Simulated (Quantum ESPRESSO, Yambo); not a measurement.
CsO$_{2}$H$_{3}$ (space group Amm2, No. 38). The geometry is that of Materials Project entry mp-626417, symmetrised and not relaxed again. Chain: norm-conserving LDA (Quantum ESPRESSO, 84 Ry, scalar-relativistic); G0W0 in Yambo (4×4×4 Γ-centred k mesh, 137 bands and a 8 Ry block in the screening, 137 bands in G with the Bruneval-Gonze terminator, plasmon pole fitted at 27.2 eV); BSE (6×8×8 mesh, 4 valence and 5 conduction bands, static screening with 40 bands and a 3 Ry block, scissor 2.63 eV, Tamm-Dancoff).

| Item | Result |
|---|---|
| LDA gap (dense path) | 4.10 eV |
| LDA gap Γ → Γ on the GW mesh | 4.10 eV |
| LDA smallest direct gap on the GW mesh, at Γ | 4.10 eV |
| G0W0 direct gap at that point | 6.72 eV |
| G0W0 correction to the gap Γ → Γ | 2.63 eV |
| direct gap on the BSE mesh, with the scissor | 6.72 eV |
| first BSE state allowed for light along x | 5.98 eV |
| lowest BSE state | 5.98 eV |
| binding of the lowest exciton | 0.74 eV |
| RPA electronic dielectric constant along x | 2.53 (8×8×8 mesh, LDA bands) |

Rough cost of the Yambo steps against G0W0 for 12 states: BSE within a factor of two, one RPA spectrum about 1/20.

Convergence of the G0W0 settings was not tested. The BSE states are vertical excitations (zero momentum). Convergence of the RPA response with its 8×8×8 mesh was not tested. Convergence of the binding with the mesh was not shown. Axes are Cartesian, with cell vectors (Å) (4.25, 0.00, 0.00), (0.00, 2.21, 4.02), (0.00, -2.21, 4.02).

The structure is a Materials Project entry; no match was found in the copy of COD used, and its stability was not checked.
